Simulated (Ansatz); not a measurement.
input.yaml (Ansatz)

```yaml
crystal:
  lattice:
    - [4.2422476376, 0.0, 0.0]
    - [-2.1211238188, 3.6738942233, 0.0]
    - [0.0, 0.0, 2.6037283165]
  atoms:
    - { symbol: Rh, position: [1.0, 0.0, 0.0], spin: 1.0 }
    - { symbol: Rh, position: [0.3333333333, 0.6666666667, 0.5], spin: 1.0 }
    - { symbol: Rh, position: [0.6666666667, 0.3333333333, 0.5], spin: 1.0 }
hamiltonian:
  xc: mr2scan
  pseudopotentials:
    kind: paw
    azcp:
      Rh: "pseudopotentials/Rh.paw.azcp"
basis:
  ecutwfc: 500
  fft_grid_basis: typed
kpoints:
  mp_grid: { grid: [11, 11, 16], shift: [0, 0, 0] }
magnetization:
  spin_polarized: true
scf:
  occupations: { method: fermi_dirac, width: 0.05 }
output:
  stress: true
```

Output

```
Engine: ansatz 0.2.0, aarch64-unknown-linux-gnu
Pseudopotentials: kind: paw
Pseudopotential: Rh, paw, valence charge 17, recommended cutoff 500 eV (meta_gga) 
Functional definition: m-r2SCAN
  exchange = m_r2scan_x
  correlation = m_r2scan_c
Crystal: 3 atoms, lattice volume = 40.581 Å³
Basis set: ecut = 500 eV, 1011 PW (Γ), exchange–correlation on 128×128×80 points (64 copies of the dense FFT grid, shifted against one another)
Bands: 33, of which v1, the nominal top of the filled ones, is band 26 counted from 1 (25 counted from 0)
Symmetry: 24 space group operations
Space group: P6/mmm (ITA 191), of the structure as read, at distance tolerance 3.4e-5 Å
Magnetic group: BNS 191.233 (UNI 1463), of the structure as read, at distance tolerance 3.4e-5 Å
k-points: 144 of 1936
Non-local potential: Rh, projectors of the file, l = 0: 3, l = 1: 2, l = 2: 2, l = 3: 1
PAW form: soft (Blöchl's): semilocal exchange-correlation on the pseudo side does not see the compensation charge
PAW frozen core: Rh, regenerated for the run's functional (the file was generated under x = pbe(κ = 0.804, μ = 0.2195149727645171), c = pbe(β = 0.06672455060314922))
PAW one-centre angular grid: Rh, 590 points (default); XC on 160 Gauss nodes
Initial density: superposition of atomic densities (chi_scale 0.1, normalization cell)
Starting moments: Σ|m| = 3 μB on 3 of 3 sites
Initial wavefunctions: pseudopotential atomic-orbital guess
Functional: x = mr2scan, c = mr2scan; τ floored in thin density (d = 2e-4 eV/Å³)
SCF iter   1: F=—  HF=-19246.377088 eV  |F-HF|=—  |Δ(HF+E_count)|=         —  Δρ=5.66e-2 (↑5.66e-2 ↓4.36e-2)  dr2=3.50e0  dr2_τ=2.68e-2  dr2_m=8.85e-2  M=2.156 μB ∫|m|=2.157 μB  β_m=1.00  ethr=3.10e-3  ⟨swp⟩=5.2  Hψ=34101  notcnv=0  defer=3
Mixer restart at iter 1: flushing history
SCF iter   2: F=—  HF=-19245.170343 eV  |F-HF|=—  |Δ(HF+E_count)|=    1.21e0  Δρ=3.08e-2 (↑3.08e-2 ↓2.89e-2)  dr2=1.32e0  dr2_τ=1.48e-2  dr2_m=3.74e-3  M=1.928 μB ∫|m|=1.945 μB  β_m=0.59  ethr=3.10e-3  ⟨swp⟩=2.4  Hψ=15445  notcnv=0  defer=341  κ⁻¹=1.0e0(r=1)
SCF iter   3: F=—  HF=-19244.856556 eV  |F-HF|=—  |Δ(HF+E_count)|=   3.14e-1  Δρ=1.15e-2 (↑9.62e-3 ↓1.15e-2)  dr2=6.80e-2  dr2_τ=1.68e-3  dr2_m=1.33e-2  M=1.566 μB ∫|m|=1.657 μB  β_m=1.00  ethr=2.59e-3  ⟨swp⟩=2.4  Hψ=15750  notcnv=0  defer=341  κ⁻¹=4.3e-2(r=2)
SCF iter   4: F=—  HF=-19245.411893 eV  |F-HF|=—  |Δ(HF+E_count)|=         —  Δρ=4.76e-2 (↑4.48e-2 ↓4.76e-2)  dr2=2.39e-2  dr2_τ=6.53e-2  dr2_m=7.73e-1  M=-0.263 μB ∫|m|=0.263 μB  β_m=1.00  ethr=1.33e-4  ⟨swp⟩=2.5  Hψ=17920  notcnv=0  defer=348
Mixer restart at iter 4: flushing history
SCF iter   5: F=—  HF=-19245.074021 eV  |F-HF|=—  |Δ(HF+E_count)|=   3.38e-1  Δρ=4.68e-3 (↑4.68e-3 ↓4.18e-3)  dr2=1.28e-2  dr2_τ=7.40e-4  dr2_m=5.30e-3  M=-0.076 μB ∫|m|=0.076 μB  β_m=0.42  ethr=9.80e-5  ⟨swp⟩=2.1  Hψ=18292  notcnv=0  defer=343
SCF iter   6: F=—  HF=-19245.073265 eV  |F-HF|=—  |Δ(HF+E_count)|=   7.56e-4  Δρ=3.15e-3 (↑3.15e-3 ↓2.58e-3)  dr2=2.68e-3  dr2_τ=1.91e-4  dr2_m=2.67e-3  M=-0.055 μB ∫|m|=0.055 μB  β_m=0.43  ethr=2.51e-5  ⟨swp⟩=2.4  Hψ=15109  notcnv=0  defer=326  κ⁻¹=1.0e0(r=1)
...
SCF iter  20: F=—  HF=-19245.072300 eV  |F-HF|=—  |Δ(HF+E_count)|=   1.55e-9  Δρ=7.99e-7 (↑7.99e-7 ↓6.97e-7)  dr2=1.15e-11  dr2_τ=1.97e-11  dr2_m=2.06e-10  M=-0.000 μB ∫|m|=0.000 μB  β_m=1.00  ethr=1.00e-12  ⟨swp⟩=2.4  Hψ=15663  notcnv=0  defer=318  κ⁻¹=9.7e-8(r=8)
SCF iter  21: F=—  HF=-19245.072300 eV  |F-HF|=—  |Δ(HF+E_count)|=  1.31e-10  Δρ=1.19e-6 (↑1.19e-6 ↓1.06e-6)  dr2=2.34e-11  dr2_τ=4.26e-11  dr2_m=4.69e-10  M=-0.000 μB ∫|m|=0.000 μB  β_m=1.00  ethr=1.00e-12  ⟨swp⟩=1.0  Hψ=20161  notcnv=0  κ⁻¹=1.5e-7(r=8)
SCF iter  22: F=-19245.072300 eV  HF=-19245.072300 eV  |F-HF|=7.28e-12  |Δ(HF+E_count)|=  8.15e-10  Δρ=1.76e-7 (↑1.50e-7 ↓1.76e-7)  dr2=6.50e-12  dr2_τ=8.37e-13  dr2_m=8.98e-12  M=-0.000 μB ∫|m|=0.000 μB  ethr=1.00e-12  ⟨swp⟩=2.0  Hψ=17991  notcnv=0
SCF 1 converged in 22 iterations: F = -19245.072300 eV  dr2 = 6.50e-12
WARN: the starting moments were not kept: the SCF closed with an absolute magnetisation of 1.3e-5 μB, where they sum to 3 μB in size (3 sites). That is at most 0.1 of that sum. Measured as dr2_m measures the in/out step, that magnetisation stands 4.5e-11 eV from none, at or under the dr2_threshold of 1.0e-7 eV: it is no larger than a step whose dr2_m would equal this threshold. The system may hold no moment; this SCF shows only that its start led to no more than that. To try another start: raise the starting moments (crystal.atoms[].spin, magnetization.per_species, magnetization.initial_magnetization, or on a non-collinear deck that types none of these the spinor_matrix: blocks that start its atoms; where the total moment is fixed, keep their sum and leave initial_magnetization as it is; typed ones take the place of any that the run laid by itself, positive ones on a crystal's lanthanoids without a Hubbard term where scf.initial_density.shell_occupations: [] is typed) or, if the notice of its spin-set hold's release reads "site moments contracting" or "site moments show no strong build", lengthen the hold (scf.mixing.spin_hold: { on: { confirm: 4 } }; for m-r²SCAN on two components see the key's manual first). Each may lead to a state that holds a moment. A second SCF, from the converged charge density, with the starting moments and any scf.initial_density.shell_occupations laid on it anew, would have followed, and was not run: the deck does not ask for one (magnetization.retry_lost_moments is false, the default). To let it run, set magnetization.retry_lost_moments: true and run the deck again, where that key's refused combinations let it; where memory then withholds it, that run's warning says so.
this state was not tested for a lower state beside it, because the mixer in use, unlike msr1, does not test its closes by its own steps (another_mixer; see scf.mixing.algorithm and scf.lower_state_search)
SCF converged after 22 iterations
Magnetization: -0.0000 μB (25.5000 up, 25.5000 down)
Absolute magnetization: 0.0000 μB (∫|ρ↑−ρ↓|, with the PAW one-centre terms)
Spin contamination: 0.0000 ħ² per cell (⟨S²⟩ above its minimum at these occupations)
Per-site moments (μB) at R_I (Å): [(-5.472925855201172e-6, 1.07403793055625), (-3.7434677956656163e-6, 1.0103209114083416), (-3.7434677956166285e-6, 1.0103209114083416)]
Free energy (F): -19245.072300 eV
Harris-Foulkes:  -19245.072300 eV  (|F-HF|=7.28e-12)
Internal energy: -19245.028961 eV  (E = F + TS)
E sigma→0 (E₀):  -19245.050630 eV
Entropy (-TS):   -0.043339 eV (-14.446 meV/atom)
Fermi energy:    22.718809 eV
--- Per-component energies (eV) ---
  E_band       = -284.178945
  E_kinetic    = 1724.046796
  E_local      = -4663.743121  (includes V_loc(G=0)·N_el)
  E_nonlocal   = 1068.365316
  E_hartree    = 1646.489823
  E_xc         = -651.375007
  E_vxc        = -943.753258  (∫ρ·V_xc dr)
  E_paw        = -10813.792448  (= ΣΔE_a)
  E_vpaw       = -825.883297  (= ΣTr[D̂ρ^β])
  E_aug_tail   = 0.001917  (compensation charges beyond the density's cutoff)
  E_vtau       = 63.807014  (kinetic-family band-sum trace: ∫τ·v_τ [+ j·A + Jᵃ·Aᵃ] dr)
  E_ewald      = -7553.912360
  E_core_change = -1.109878  (= ΣΔE_core)
  E_smearing   = -0.043339  (= −TS)
  E_closure    = -0.000000  (closes the sum)
  Σ components = -19245.072300   (vs F -19245.072300, Δ=0.00e0)
--- Stress (GPa, compression-positive) ---
       12.661916      -0.000000       0.000000
       -0.000000      12.661916       0.000000
        0.000000       0.000000      10.426478
  P = ⅓ Tr σ = 11.9168 GPa (119.168 kbar)
```
